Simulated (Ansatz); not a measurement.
According to DFT-PBE in the program Ansatz with PAW potentials, Al2Cu in the tetragonal phase (I4/mcm; Cu on 4a, Al on 8h) relaxes to a = 6.051 Å, c = 4.887 Å. Against the elements it lies at -160 meV/atom, with no fitted shifts.

Electronic character: metallic (no gap).

An equation-of-state fit gives a bulk modulus of 99.4 GPa.

The cell was relaxed with PBE under the symmetry of its start. The run is not spin-polarised. Axis ratios of metals converge slowly with the k-mesh, so a and c are less sure than the volume. The references are the lowest solids computed at this level, not always the standard phases.

Potentials: the earlier of the program's two PAW sets.
